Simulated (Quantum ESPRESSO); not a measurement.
## Ag2Sn2AlTa3 (one run as intended and one with a planted mistake)

Computed values, not a measurement. The program is pw.x of Quantum ESPRESSO 7.5 (plane-wave density functional theory). The cell is made up: eight metal atoms on a face-centred cubic lattice, with elements, volume, strain and displacements drawn at random and not relaxed, so it may be unstable or far from any real phase. PseudoDojo standard norm-conserving files set the functional (PBE unless stated); there is no spin polarisation or spin-orbit coupling, the Fermi-Dirac width of 0.25 eV means electrons at about 2900 K, and the masses in the input are unused placeholders. The tin pseudopotential is less sure than most, with forces differing by about three percent from a second method on plain tin. Heavy elements are run without spin-orbit coupling, which real alloys of them have. A spin test at this wide smearing found no moment, but such smearing suppresses magnetism that the real alloy may have.

Intended input:

```
&control calculation='scf', pseudo_dir='./dojo.nc.sr.pbe.v0_5.standard.upf', outdir='./o', disk_io='minimal', tprnfor=.true., tstress=.true. /
&system ibrav=0, nat=8, ntyp=4, nbnd=66, ecutwfc=82.02448710, nosym=.true., tot_charge=0,
 occupations='smearing', smearing='fd', degauss=0.0183746611
/
&electrons conv_thr=1.470e-08, electron_maxstep=70, mixing_beta=0.5 /
ATOMIC_SPECIES
Ag 1.0 Ag.upf
Al 1.0 Al.upf
Sn 1.0 Sn.upf
Ta 1.0 Ta.upf
CELL_PARAMETERS angstrom
0.0 2.1541 2.1541
-4.3082 2.1541 -2.1541
-4.3082 -6.4623 6.4623
ATOMIC_POSITIONS angstrom
Ag 0.0582 0.1278 -0.0304
Sn -4.3503 -4.1511 4.3093
Al -4.4026 -1.9209 2.1911
Sn -4.1911 0.0839 -0.0899
Ag -2.1837 -2.2731 4.2041
Ta -2.1639 -0.0956 2.0366
Ta -2.1092 2.0515 0.1819
Ta -6.5602 -2.1856 4.3361
K_POINTS automatic
8 5 3 1 1 1
```

The log is shortened where brackets say so; the opening notice, blank lines, dates and the lines on written files are dropped, and the path of the files is cut. It prints rydbergs, bohrs and kilobars, and counts compression as positive stress. Its total energy is the free energy E - TS of the whole cell.

Log of the intended run:

```
     Program PWSCF v.7.5
     Parallel version (MPI & OpenMP), running on       4 processor cores
     Number of MPI processes:                 4
     Threads/MPI process:                     1
     [start-up lines left out]
     bravais-lattice index     =            0
     lattice parameter (alat)  =       5.7568  a.u.
     unit-cell volume          =    1079.2304 (a.u.)^3
     number of atoms/cell      =            8
     number of atomic types    =            4
     number of electrons       =       108.00
     number of Kohn-Sham states=           66
     kinetic-energy cutoff     =      82.0245  Ry
     charge density cutoff     =     328.0979  Ry
     scf convergence threshold =      1.5E-08
     mixing beta               =       0.5000
     number of iterations used =            8  plain     mixing
     Exchange-correlation= PBE
                           (   1   4   3   4   0   0   0)
     [axes and pseudopotential details left out]
   Cartesian axes
     site n.     atom                  positions (alat units)
         1        Ag     tau(   1) = (   0.0191048   0.0419517  -0.0099791  )
         2        Sn     tau(   2) = (  -1.4280333  -1.3626438   1.4145746  )
         3        Al     tau(   3) = (  -1.4452014  -0.6305563   0.7192524  )
         4        Sn     tau(   4) = (  -1.3757742   0.0275411  -0.0295107  )
         5        Ag     tau(   5) = (  -0.7168233  -0.7461698   1.3800416  )
         6        Ta     tau(   6) = (  -0.7103237  -0.0313817   0.6685361  )
         7        Ta     tau(   7) = (  -0.6923679   0.6734272   0.0597107  )
         8        Ta     tau(   8) = (  -2.1534571  -0.7174470   1.4233720  )
     number of k points=    60  Fermi-Dirac smearing, width (Ry)=  0.0184
                       cart. coord. in units 2pi/alat
        k(    1) = (  -0.0824958   0.0324091   0.0559793), wk =   0.0333333
        k(    2) = (   0.0353553   0.1502602  -0.0618718), wk =   0.0333333
     [further k points left out]
     Dense  grid:   108385 G-vectors     FFT dimensions: (  36,  60, 120)
     Estimated max dynamical RAM per process >     398.85 MB
     Estimated total dynamical RAM >       1.48 GB
     Initial potential from superposition of free atoms
     starting charge     107.9908, renormalised to     108.0000
     Starting wfcs are   72 randomized atomic wfcs
     total cpu time spent up to now is       15.6 secs
     per-process dynamical memory:   318.2 Mb
     Self-consistent Calculation
     iteration #  1     ecut=    82.02 Ry     beta= 0.50
     Davidson diagonalization with overlap
     ethr =  1.00E-02,  avg # of iterations =  3.4
     Threshold (ethr) on eigenvalues was too large:
     Diagonalizing with lowered threshold
     Davidson diagonalization with overlap
     ethr =  9.72E-04,  avg # of iterations =  1.6
     total cpu time spent up to now is       81.2 secs
     total energy              =   -1329.89826053 Ry
     estimated scf accuracy    <       1.09653879 Ry
     iteration #  2     ecut=    82.02 Ry     beta= 0.50
     Davidson diagonalization with overlap
     ethr =  1.02E-03,  avg # of iterations =  4.1
     total cpu time spent up to now is      115.5 secs
     total energy              =   -1329.37733917 Ry
     estimated scf accuracy    <       9.14818910 Ry
     [iterations 3 to 14 left out]
     iteration # 15     ecut=    82.02 Ry     beta= 0.50
     Davidson diagonalization with overlap
     ethr =  6.81E-11,  avg # of iterations =  2.0
     total cpu time spent up to now is      494.2 secs
     total energy              =   -1330.44137734 Ry
     estimated scf accuracy    <       0.00000005 Ry
     iteration # 16     ecut=    82.02 Ry     beta= 0.50
     Davidson diagonalization with overlap
     ethr =  4.48E-11,  avg # of iterations =  1.3
     total cpu time spent up to now is      517.0 secs
     End of self-consistent calculation
     [lines on levels left out]
!    total energy              =   -1330.44137734 Ry
     estimated scf accuracy    <       0.00000001 Ry
     smearing contrib. (-TS)   =      -0.07469781 Ry
     internal energy E=F+TS    =   -1330.36667952 Ry
     The total energy is F=E-TS. E is the sum of the following terms:
     one-electron contribution =    -544.57799687 Ry
     hartree contribution      =     327.70580994 Ry
     xc contribution           =    -271.54643198 Ry
     ewald contribution        =    -841.94806061 Ry
     convergence has been achieved in  16 iterations
     Forces acting on atoms (cartesian axes, Ry/au):
     atom    1 type  1   force =    -0.00337876   -0.02576976    0.01673846
     atom    2 type  3   force =    -0.01253223   -0.02382869    0.01121569
     atom    3 type  2   force =     0.00274379   -0.01467959   -0.00029327
     atom    4 type  3   force =    -0.04632942   -0.00165226   -0.00145913
     atom    5 type  1   force =     0.00565804    0.00997275   -0.00455933
     atom    6 type  4   force =     0.00280180   -0.00492478    0.02210738
     atom    7 type  4   force =     0.01784338    0.03926006   -0.03703214
     atom    8 type  4   force =     0.03319340    0.02162227   -0.00671767
     Total force =     0.098485     Total SCF correction =     0.000772
     Computing stress (Cartesian axis) and pressure
          total   stress  (Ry/bohr**3)                   (kbar)     P=      -44.41
  -0.00015685   0.00007668  -0.00010836          -23.07       11.28      -15.94
   0.00007668  -0.00034437  -0.00001734           11.28      -50.66       -2.55
  -0.00010836  -0.00001734  -0.00040455          -15.94       -2.55      -59.51
     init_run     :     11.80s CPU     12.27s WALL (       1 calls)
     electrons    :    497.89s CPU    501.40s WALL (       1 calls)
     forces       :      4.02s CPU      4.06s WALL (       1 calls)
     stress       :     15.16s CPU     15.52s WALL (       1 calls)
     [timing details left out]
     PWSCF        :   8m52.32s CPU   8m56.74s WALL
     JOB DONE.
```

A second run has one planted mistake: the cell and the positions are scaled by a wrong factor. The input lines that differ:

```
- 0.0 2.1541 2.1541
- -4.3082 2.1541 -2.1541
- -4.3082 -6.4623 6.4623
+ 0.0 2.1864 2.1864
+ -4.3728 2.1864 -2.1864
+ -4.3728 -6.5592 6.5592
- Ag 0.0582 0.1278 -0.0304
- Sn -4.3503 -4.1511 4.3093
- Al -4.4026 -1.9209 2.1911
- Sn -4.1911 0.0839 -0.0899
- Ag -2.1837 -2.2731 4.2041
- Ta -2.1639 -0.0956 2.0366
- Ta -2.1092 2.0515 0.1819
- Ta -6.5602 -2.1856 4.3361
+ Ag 0.0591 0.1297 -0.0309
+ Sn -4.4156 -4.2134 4.3739
+ Al -4.4686 -1.9497 2.224
+ Sn -4.254 0.0852 -0.0912
+ Ag -2.2165 -2.3072 4.2672
+ Ta -2.1964 -0.097 2.0671
+ Ta -2.1408 2.0823 0.1846
+ Ta -6.6586 -2.2184 4.4011
```

Its log:

```
     Program PWSCF v.7.5
     Parallel version (MPI & OpenMP), running on       4 processor cores
     Number of MPI processes:                 4
     Threads/MPI process:                     1
     [start-up lines left out]
     bravais-lattice index     =            0
     lattice parameter (alat)  =       5.8431  a.u.
     unit-cell volume          =    1128.5101 (a.u.)^3
     number of atoms/cell      =            8
     number of atomic types    =            4
     number of electrons       =       108.00
     number of Kohn-Sham states=           66
     kinetic-energy cutoff     =      82.0245  Ry
     charge density cutoff     =     328.0979  Ry
     scf convergence threshold =      1.5E-08
     mixing beta               =       0.5000
     number of iterations used =            8  plain     mixing
     Exchange-correlation= PBE
                           (   1   4   3   4   0   0   0)
     [axes and pseudopotential details left out]
   Cartesian axes
     site n.     atom                  positions (alat units)
         1        Ag     tau(   1) = (   0.0191136   0.0419465  -0.0099934  )
         2        Sn     tau(   2) = (  -1.4280556  -1.3626618   1.4145693  )
         3        Al     tau(   3) = (  -1.4451964  -0.6305553   0.7192671  )
         4        Sn     tau(   4) = (  -1.3757923   0.0275547  -0.0294951  )
         5        Ag     tau(   5) = (  -0.7168415  -0.7461749   1.3800613  )
         6        Ta     tau(   6) = (  -0.7103409  -0.0313709   0.6685238  )
         7        Ta     tau(   7) = (  -0.6923592   0.6734396   0.0597018  )
         8        Ta     tau(   8) = (  -2.1534674  -0.7174559   1.4233661  )
     number of k points=    60  Fermi-Dirac smearing, width (Ry)=  0.0184
                       cart. coord. in units 2pi/alat
        k(    1) = (  -0.0824958   0.0324091   0.0559793), wk =   0.0333333
        k(    2) = (   0.0353553   0.1502602  -0.0618718), wk =   0.0333333
     [further k points left out]
     Dense  grid:   113273 G-vectors     FFT dimensions: (  36,  60, 120)
     Estimated max dynamical RAM per process >     415.53 MB
     Estimated total dynamical RAM >       1.54 GB
     Initial potential from superposition of free atoms
     starting charge     107.9908, renormalised to     108.0000
     Starting wfcs are   72 randomized atomic wfcs
     total cpu time spent up to now is       21.0 secs
     per-process dynamical memory:   331.2 Mb
     Self-consistent Calculation
     iteration #  1     ecut=    82.02 Ry     beta= 0.50
     Davidson diagonalization with overlap
     ethr =  1.00E-02,  avg # of iterations =  3.3
     Threshold (ethr) on eigenvalues was too large:
     Diagonalizing with lowered threshold
     Davidson diagonalization with overlap
     ethr =  8.41E-04,  avg # of iterations =  1.9
     total cpu time spent up to now is       94.4 secs
     total energy              =   -1329.95792991 Ry
     estimated scf accuracy    <       0.95594099 Ry
     iteration #  2     ecut=    82.02 Ry     beta= 0.50
     Davidson diagonalization with overlap
     ethr =  8.85E-04,  avg # of iterations =  4.7
     total cpu time spent up to now is      144.1 secs
     total energy              =   -1329.42645402 Ry
     estimated scf accuracy    <       8.98528148 Ry
     [iterations 3 to 14 left out]
     iteration # 15     ecut=    82.02 Ry     beta= 0.50
     Davidson diagonalization with overlap
     ethr =  1.83E-10,  avg # of iterations =  2.0
     total cpu time spent up to now is      639.2 secs
     total energy              =   -1330.41938316 Ry
     estimated scf accuracy    <       0.00000016 Ry
     iteration # 16     ecut=    82.02 Ry     beta= 0.50
     Davidson diagonalization with overlap
     ethr =  1.46E-10,  avg # of iterations =  1.0
     total cpu time spent up to now is      670.4 secs
     End of self-consistent calculation
     [lines on levels left out]
!    total energy              =   -1330.41938317 Ry
     estimated scf accuracy    <          6.3E-09 Ry
     smearing contrib. (-TS)   =      -0.07925588 Ry
     internal energy E=F+TS    =   -1330.34012729 Ry
     The total energy is F=E-TS. E is the sum of the following terms:
     one-electron contribution =    -563.70141014 Ry
     hartree contribution      =     334.15600252 Ry
     xc contribution           =    -271.28642971 Ry
     ewald contribution        =    -829.50828996 Ry
     convergence has been achieved in  16 iterations
     Forces acting on atoms (cartesian axes, Ry/au):
     atom    1 type  1   force =    -0.00327490   -0.02062213    0.01358236
     atom    2 type  3   force =    -0.01332667   -0.02204970    0.01278238
     atom    3 type  2   force =     0.00286305   -0.01089856    0.00047036
     atom    4 type  3   force =    -0.03580862    0.00200445   -0.00342162
     atom    5 type  1   force =     0.00503576    0.00708222   -0.00382977
     atom    6 type  4   force =     0.00129446   -0.00149362    0.01410461
     atom    7 type  4   force =     0.01433210    0.02957273   -0.02824802
     atom    8 type  4   force =     0.02888483    0.01640459   -0.00544030
     Total force =     0.078593     Total SCF correction =     0.000483
     Computing stress (Cartesian axis) and pressure
          total   stress  (Ry/bohr**3)                   (kbar)     P=      -85.83
  -0.00045135   0.00006807  -0.00009506          -66.40       10.01      -13.98
   0.00006807  -0.00062572  -0.00002207           10.01      -92.05       -3.25
  -0.00009506  -0.00002207  -0.00067332          -13.98       -3.25      -99.05
     init_run     :     16.15s CPU     16.62s WALL (       1 calls)
     electrons    :    646.70s CPU    649.45s WALL (       1 calls)
     forces       :     12.10s CPU     12.20s WALL (       1 calls)
     stress       :     19.96s CPU     20.35s WALL (       1 calls)
     [timing details left out]
     PWSCF        :  11m39.35s CPU  11m43.12s WALL
     JOB DONE.
```

```
                                            intended run  run with the mistake
                          free energy (eV)    -18101.577            -18101.278
         entropy term -TS, part of it (eV)        -1.016                -1.078
                            pressure (GPa)         -4.44                 -8.58
size of the largest force component (eV/Å)         1.191                 0.921
largest change of a force component (eV/Å)                               0.271
                                iterations            16                    16
```

For scale, a rerun of the intended cell at a higher cutoff and on a denser mesh moved values by no more than 0.012 eV in energy, 0.10 GPa in stress and 0.012 eV/Å in force, and a second program with other atomic files agreed on that cell to 2 % rms in force and 0.5 GPa in pressure.